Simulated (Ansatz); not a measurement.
**SnSe₂, one structure, two calculations**

Cell: an entry of the Crystallography Open Database (COD) whose atoms were relaxed with PBE, the cell held.

```xyz
3
Lattice="3.8110 0.0000 0.0000 -1.9055 3.3004 0.0000 0.0000 0.0000 6.1360" Properties=species:S:1:pos:R:3 pbc="T T T"
Sn    0.0000    0.0000    0.0000
Se    0.0000    2.2003    1.6058
Se    1.9055    1.1001    4.5302
```

Atom numbers follow the list; atoms alike are taken as one site, whose name carries the number of the first.

First run. Level of theory: DFT, PBE, plane waves and PAW, scalar-relativistic, 420 eV cutoff, Γ-centred 13×13×7 k-points, Fermi–Dirac smearing 0.02 eV (Ansatz 0.2.0).

```csv
site,atom,V_zz (10²¹ V/m²),η
Sn,1,-0.18,0.00
Se,2,-4.64,0.00
```

Second run. The same atoms and settings, except that the functional is r2SCAN and the cutoff is 500 eV.

Question: What does the second run give?

Answer: 

| site | atom | V_zz | η | change of V_zz |
| --- | --- | --- | --- | --- |
| Sn | 1 | -0.097 | 0.00 | +0.08 |
| Se | 2 | -5.09 | 0.00 | -0.45 |

The largest change of V_zz is on Se, from -4.64 to -5.09. In per cent, |V_zz| changes by +10 on Se (all sites that start above 0.5). Isomer shifts (Sn against SnO₂, from the density at the nucleus and a line fitted to measured compounds for each functional; the lines scatter by about 0.1 mm/s, so smaller changes between functionals mean little): Sn 1.37 → 1.37 mm/s.

Without spin–orbit coupling (the program notes it for Sn) the gradients can shift somewhat, as the gap is small.
For the second run: The largest force is 0.3 eV/Å, so the atoms aren't at the calculated equilibrium and relaxing them would move these values. With these PAW files V_zz is typically within 2 to 3 % of all-electron values, but misses above 10 % occur on Sn.
